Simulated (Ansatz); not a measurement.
This cell of Ca (fcc, Cu type) is off equilibrium:

```yaml
crystal:
  lattice:
    - [0.00000, 5.56846, 5.56846]
    - [2.78423, 2.78423, 5.56846]
    - [2.78423, 2.78423, 0.00000]
  atoms:
    - { symbol: Ca, position: [0.01496, 0.98504, 0.01496] }
    - { symbol: Ca, position: [0.48504, 0.01496, 0.98504] }
```

Method: r2SCAN (plane waves to 500 eV, PAW, scalar-relativistic; Ansatz, a first-principles code). k mesh 14×14×14 (Γ-centred), Fermi-Dirac smearing 0.05 eV. Compression counts positive. With partly filled bands, energies and forces of such displacements shift with the k mesh and the smearing. Ca was relaxed with its symmetry unable to fall.

**Question.** What forces act on the atoms (eV/Å, Cartesian)?

**Answer.** 
```tsv
atom	Fx	Fy	Fz
Ca1	0.000	-0.212	0.000
Ca2	0.000	0.212	0.000
```

(A displaced cell: forces are minus the slopes of the energy, force constants its curvatures, and phonons follow from these.)
